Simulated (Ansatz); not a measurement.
Nb3Sn (A15 (Cr3Si type), space group No. 223) under volume change, plane-wave PAW PBE (Ansatz code), scaled uniformly.

```
V (Å³/atom)  E − E(relaxed) (meV/atom)     P (GPa)
-----------  -------------------------  ----------
17.118                      (withheld)  (withheld)
17.683                            38.2       11.43
18.247                             9.0        5.27
18.811                             0.0        0.00
19.376                             8.1       -4.51
19.940                      (withheld)  (withheld)
20.504                            66.4      -11.65
```

### Question
Some entries are withheld; supply them.

### Answer

- 17.118, E − E(relaxed) (meV/atom): 90.7
- 17.118, P (GPa): 18.63
- 19.940, E − E(relaxed) (meV/atom): 31.0
- 19.940, P (GPa): -8.36

### Question
What does a third-order Birch–Murnaghan fit give for V₀, B₀ and B′?

### Answer
V₀ = 18.81 Å³/atom, B₀ = 162 GPa, B′ = 4.2.

Space group Pm-3n (A15 (Cr3Si type)). The PBE relaxation kept the symmetry of its start. No spin polarisation was allowed. Spin–orbit coupling is left out wherever it is not named.

Potentials: the later of the program's two PAW sets.
